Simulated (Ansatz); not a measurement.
The calculation used Ansatz, DFT PBE, scalar-relativistic, plane waves, PAW. Settings: cutoff 420 eV, Γ-centred meshes spaced at most about 0.3 Å⁻¹, and about 0.25 Å⁻¹ or finer for metals (2π included), Gaussian smearing. No spin polarisation in the final relaxations.

Temperature and zero-point effects are left out. All come from trial cells, and lower structures may exist.

Question: These unrelaxed guesses for GaSbTe4 are each relaxed within their symmetry. Order them by the energy at which they end, lowest first.
A.

```xyz
6
Lattice="4.7500 0.0000 0.0000 0.0000 4.7500 0.0000 0.0000 0.0000 7.9008" Properties=species:S:1:pos:R:3 pbc="T T T"
Ga    2.3750    2.3750    3.9504
Sb    0.0000    0.0000    0.0000
Te    2.3750    0.0000    5.5112
Te    0.0000    2.3750    2.3896
Te    2.3750    0.0000    2.3896
Te    0.0000    2.3750    5.5112
```

B.

```xyz
6
Lattice="6.5756 0.0000 0.0000 -3.2878 5.6946 0.0000 0.0000 0.0000 4.9034" Properties=species:S:1:pos:R:3 pbc="T T T"
Ga    0.0000    0.0000    0.0000
Sb    0.0000    3.7964    0.0000
Te    3.2878    1.8982    0.0000
Te    4.8998    2.8289    2.4517
Te    1.6758    2.8289    2.4517
Te    3.2878    0.0368    2.4517
```

C.

```xyz
6
Lattice="4.5490 -4.5731 0.0000 4.5490 4.5731 0.0000 0.0000 0.0000 4.4245" Properties=species:S:1:pos:R:3 pbc="T T T"
Ga    0.0000    0.0000    2.2123
Sb    4.5490    0.0000    0.0000
Te    7.3624    0.0000    0.0000
Te    4.5490   -1.8134    2.2123
Te    1.7355    0.0000    0.0000
Te    4.5490    1.8134    2.2123
```

D.

```xyz
6
Lattice="4.4424 0.0000 0.0000 0.0000 4.4424 0.0000 0.0000 0.0000 9.3387" Properties=species:S:1:pos:R:3 pbc="T T T"
Ga    0.0000    0.0000    0.0000
Sb    2.2212    2.2212    4.6693
Te    2.2212    2.2212    0.0000
Te    2.2212    2.2212    6.4607
Te    2.2212    2.2212    2.8780
Te    0.0000    0.0000    4.6693
```

Answer: A (ends in P4/mmm, 0 meV/atom), C (ends in Cmmm, 13 meV/atom), D (ends in P4/mmm, 128 meV/atom), B (ends in P-6m2, 242 meV/atom). Even the lowest end lies +0.12 eV/atom against the elements.

For metals, differences of a few meV/atom aren't resolved. These runs have no spin–orbit coupling, which can matter for Sb and Te. Cells relaxed within their symmetry can be saddle points. Some candidate types were left out of the draw beforehand, so a known form may be missing.
